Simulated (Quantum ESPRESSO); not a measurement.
Ru4PtGa2Zr, one composition in several site orders

Computed values, not a measurement. The program is pw.x of Quantum ESPRESSO 7.5 (plane-wave density functional theory). The cell is made up: eight metal atoms on a face-centred cubic lattice, with elements, volume, strain and displacements drawn at random and not relaxed, so it may be unstable or far from any real phase. PseudoDojo standard norm-conserving files set the functional (PBE unless stated); there is no spin polarisation or spin-orbit coupling, the Fermi-Dirac width of 0.25 eV means electrons at about 2900 K, and the masses in the input are unused placeholders. Heavy elements are run without spin-orbit coupling, which real alloys of them have. A spin test at this wide smearing found no moment, but such smearing suppresses magnetism that the real alloy may have.

The runs put one composition on the sites in different orders. Cell, positions, cutoff, mesh and smearing stay as in the input of run 1; sites are counted in its order. Stress in the tables is positive in tension.

Input of run 1:

```
&control calculation='scf', pseudo_dir='./dojo.nc.sr.pbe.v0_5.standard.upf', outdir='./o', disk_io='minimal', tprnfor=.true., tstress=.true. /
&system ibrav=0, nat=8, ntyp=4, nbnd=76, ecutwfc=84.00895049, nosym=.true., tot_charge=0,
 occupations='smearing', smearing='fd', degauss=0.0183746611
/
&electrons conv_thr=1.470e-08, electron_maxstep=70, mixing_beta=0.5 /
ATOMIC_SPECIES
Ga 1.0 Ga.upf
Pt 1.0 Pt.upf
Ru 1.0 Ru.upf
Zr 1.0 Zr.upf
CELL_PARAMETERS angstrom
2.0731 4.2279 2.1391
2.0535 -4.1549 2.0126
2.1104 -0.09 -6.2746
ATOMIC_POSITIONS angstrom
Ru 0.0185 0.0379 0.0353
Ru 2.0927 -2.1367 0.0159
Pt 2.1381 -0.0031 -2.0715
Ru 4.1203 -2.0599 -2.1542
Ga 2.07 0.0274 2.0654
Ru 2.0994 2.0713 0.0222
Zr 4.1152 -0.0459 -0.055
Ga 4.2158 2.0428 -2.0594
K_POINTS automatic
5 5 4 1 1 1
```

| run | elements on sites 1 to 8 | free energy less that of run 1 (eV) | -TS (eV) | pressure (GPa) | stress xx (GPa) | stress yy (GPa) | stress zz (GPa) | stress yz (GPa) | stress xz (GPa) | stress xy (GPa) | iterations |
| --- | --- | --- | --- | --- | --- | --- | --- | --- | --- | --- | --- |
| 1 | Ru Ru Pt Ru Ga Ru Zr Ga | 0.000 | -2.001 | -21.69 | 21.78 | 21.29 | 22.01 | 0.13 | -0.45 | -0.07 | 20 |
| 2 | Ru Zr Ru Ga Pt Ru Ga Ru | 0.163 | -2.048 | -21.66 | 21.29 | 21.50 | 22.18 | -1.00 | 1.07 | -2.19 | 17 |
| 3 | Ga Pt Ru Ru Ru Ga Ru Zr | 0.046 | -1.979 | -21.64 | 20.94 | 21.41 | 22.56 | 0.61 | -0.32 | 0.17 | 17 |
| 4 | Pt Ru Ru Ru Ru Zr Ga Ga | 0.182 | -2.072 | -21.56 | 22.10 | 20.52 | 22.07 | 3.51 | 0.11 | 2.43 | 19 |
| 5 | Ru Pt Zr Ga Ru Ga Ru Ru | 0.106 | -2.072 | -21.85 | 22.37 | 20.48 | 22.70 | 1.39 | 0.35 | 0.41 | 17 |
| 6 | Ga Ru Ru Pt Zr Ru Ga Ru | 0.022 | -2.015 | -21.57 | 19.85 | 24.90 | 19.98 | 0.40 | -0.82 | 0.02 | 17 |

Forces Fx Fy Fz (eV/Å):

| site | run 1 | run 2 | run 3 | run 4 | run 5 | run 6 |
| --- | --- | --- | --- | --- | --- | --- |
| 1 | 0.42 -0.10 -0.47 | 0.03 -0.06 0.10 | 0.21 -0.24 -0.08 | 0.11 -0.26 -0.17 | -0.37 -0.15 0.60 | 0.23 -0.09 -0.47 |
| 2 | -0.08 -0.01 -0.15 | -0.57 -0.11 0.22 | 0.26 0.02 -0.41 | -0.09 0.15 -0.17 | -0.48 0.17 0.17 | 0.24 0.04 -0.41 |
| 3 | -0.57 0.06 0.20 | -0.01 -0.02 -0.06 | 0.33 -0.10 -0.41 | 0.34 0.12 -0.44 | -0.27 0.01 -0.05 | -0.60 0.08 0.41 |
| 4 | 0.33 -0.18 -0.25 | 0.71 -0.15 -0.73 | -0.12 -0.09 0.49 | -0.49 -0.20 0.44 | 0.58 -0.22 -0.29 | 0.07 -0.27 0.44 |
| 5 | -0.14 0.02 0.18 | -0.13 0.02 0.21 | 0.05 -0.07 -0.13 | -0.02 -0.02 0.31 | 0.07 0.05 -0.17 | -0.18 0.16 0.50 |
| 6 | -0.31 0.04 0.36 | 0.04 0.10 -0.12 | -0.17 0.14 0.26 | -0.59 0.19 0.80 | -0.09 0.09 0.25 | 0.43 -0.01 -0.51 |
| 7 | 0.20 0.01 0.45 | 0.31 0.30 0.07 | -0.05 0.12 0.29 | 0.13 -0.01 -0.06 | 0.12 0.10 -0.02 | 0.22 0.00 -0.08 |
| 8 | 0.15 0.16 -0.33 | -0.37 -0.08 0.32 | -0.52 0.22 -0.01 | 0.61 0.03 -0.72 | 0.45 -0.04 -0.48 | -0.40 0.09 0.13 |

The sites are displaced and not relaxed, so the energy differences mix bonding between neighbours with strain and are not ordering energies. A rerun of one cell of this series at a higher cutoff and on a denser mesh moved values by no more than 0.003 eV in energy, 0.04 GPa in stress and 0.004 eV/Å in force, and a second program with other atomic files agreed on that cell to 2 % rms in force and 0.5 GPa in pressure.